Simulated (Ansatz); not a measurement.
LiCl (rock salt), relaxed with r²SCAN (Ansatz, an electronic-structure program, plane waves, PAW): a = b = c = 5.1124 Å, α = β = γ = 90.00°.

| Item | Value |
|---|---|
| gap (eV) | 7.29 |
| B₀ by P(V) fit (GPa) | 34.8 |

Question: The same phase is relaxed and computed with HSE06 in the same code. What are the cell and these values now?

Answer: a = 5.114 Å, b = 5.114 Å, c = 5.114 Å, α = 90.00°, β = 90.00°, γ = 90.00°.

* **gap (eV)**: 7.78
* **B₀ by P(V) fit (GPa)**: 33.5

All cells were relaxed under the symmetry of their starts (and spin orders); stability against distortions was not tested throughout.

Potentials: the later of the program's two PAW sets.

Ansatz is a plane-wave DFT program.
